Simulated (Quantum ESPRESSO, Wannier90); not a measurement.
## Ir (fcc (Cu type)): Wannier90 run

```xyz
1
Lattice="0.0000 1.9270 1.9270 1.9270 0.0000 1.9270 1.9270 1.9270 0.0000" Properties=species:S:1:pos:R:3 pbc="T T T"
Ir     0.0000     0.0000     0.0000
```

Cell from Materials Project (mp-101), symmetrised, no further relaxation. This is the element's usual structure. Level: PBEsol, spinors with spin-orbit coupling; pw.x of Quantum ESPRESSO at 55 Ry with PseudoDojo potentials, 10×10×10 k-points, Wannier90. Density: 18×18×18 mesh, cold smearing 0.01 Ry.

Base run: 18 functions from bands 9-42 of the 42 computed, start hydrogen-like Ir: s;p;d, centres 0.05 Å off the atoms, frozen window up to 1.50 eV relative to the Fermi level, outer window open. Rows change the key named; with other orbitals the number of functions and the frozen window follow, as listed; window edges are relative to the Fermi level. The misfit compares interpolated bands with pw.x on a high-symmetry path, for states up to 1.0 eV relative to the Fermi level. Converged means that the tolerances were met: symmetric starts can stop on a saddle, which shows as a larger Ω_OD at equal Ω_I and can move the misfit too.

Rows with other orbitals or bands describe another subspace, so their Ω_I can't be set against the base's. Runs that didn't settle are not listed.

| setting | orbitals | bands | functions | frozen to (eV) | Ω_I (Å²) | Ω_D (Å²) | Ω_OD (Å²) | rms misfit (meV) | worst (meV) | ended |
|---|---|---|---|---|---|---|---|---|---|---|
| base | Ir spd | 9-42 | 18 | 1.50 | 15.78 | 0.02 | 3.73 | 2.3 | 11 | converged |
| num_iter = 0 (projection only), orbitals on the atoms | Ir spd | 9-42 | 18 | 1.50 | 15.78 | 0.01 | 11.51 | 3.0 | 18 | no minimisation |
| start: the same orbitals exactly on the atoms | Ir spd | 9-42 | 18 | 1.50 | 15.78 | 0.00 | 9.74 | 2.3 | 16 | converged |
| other orbitals: Ir: s;d | Ir sd | 9-42 | 12 | 1.50 | 13.53 | 0.49 | 4.06 | 7.0 | 48 | converged |
